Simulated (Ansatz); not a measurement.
K2PtBr6 (space group Fm-3m)

```
K2PtBr6
1.0
    0.00000     4.99074     4.99074
    4.99074     0.00000     4.99074
    4.99074     4.99074     0.00000
K Pt Br
2 1 6
Direct
  0.25000   0.25000   0.25000
  0.75000   0.75000   0.75000
  0.00000   0.00000   0.00000
  0.24531   0.75469   0.24531
  0.75469   0.24531   0.75469
  0.24531   0.75469   0.75469
  0.75469   0.24531   0.24531
  0.24531   0.24531   0.75469
  0.75469   0.75469   0.24531
```

The slice is a {100} plane (indices of the conventional cell) through the point (0.755, 0.245, 0.245) (fractional), spanned by u = [100] and v = [0 1 -1] in vectors of this cell: u (7.06 Å) and v (7.06 Å, at 90° to u). It covers one period; positions are fractions (u, v).

The numbers are results of LDA (plane waves to 420 eV, PAW, scalar-relativistic; Ansatz, an electronic-structure program), not measurements. k mesh 6×6×6. Near the nuclei the fields are pseudised (PAW); where an atom keeps semicore shells as valence, they peak there. K2PtBr6 is run without spin polarisation and with no Hubbard U. K2PtBr6 was relaxed with its symmetry unable to fall. Spin-orbit coupling is left out, though Pt is heavy.

### Question
Sketch the valence electron density on this plane as a map.

### Answer
```
v \ u  0.00  0.08  0.17  0.25  0.33  0.42  0.50  0.58  0.67  0.75  0.83  0.92
-----  ----  ----  ----  ----  ----  ----  ----  ----  ----  ----  ----  ----
0.92    0.1   0.0  -0.7  -1.4  -1.1   0.0   0.4   0.0  -1.1  -1.4  -0.7   0.0
0.83   -0.5  -0.7  -1.2  -1.7  -1.7  -1.1  -0.8  -1.1  -1.7  -1.7  -1.2  -0.7
0.75   -1.2  -1.4  -1.7  -1.8  -1.7  -1.4  -1.3  -1.4  -1.7  -1.8  -1.7  -1.4
0.67   -0.8  -1.1  -1.7  -1.7  -1.2  -0.7  -0.5  -0.7  -1.2  -1.7  -1.7  -1.1
0.58    0.4   0.0  -1.1  -1.4  -0.7   0.0   0.1   0.0  -0.7  -1.4  -1.1   0.0
0.50    0.6   0.4  -0.8  -1.3  -0.5   0.1  -1.0   0.1  -0.5  -1.3  -0.8   0.4
0.42    0.4   0.0  -1.1  -1.4  -0.7   0.0   0.1   0.0  -0.7  -1.4  -1.1   0.0
0.33   -0.8  -1.1  -1.7  -1.7  -1.2  -0.7  -0.5  -0.7  -1.2  -1.7  -1.7  -1.1
0.25   -1.2  -1.4  -1.7  -1.8  -1.7  -1.4  -1.3  -1.4  -1.7  -1.8  -1.7  -1.4
0.17   -0.5  -0.7  -1.2  -1.7  -1.7  -1.1  -0.8  -1.1  -1.7  -1.7  -1.2  -0.7
0.08    0.1   0.0  -0.7  -1.4  -1.1   0.0   0.4   0.0  -1.1  -1.4  -0.7   0.0
0.00   -1.2   0.1  -0.5  -1.2  -0.8   0.4   0.6   0.4  -0.8  -1.2  -0.5   0.1
```

Values: log₁₀ of the valence density in e/Å³. The scale is logarithmic, as a density can span decades between atoms and voids.
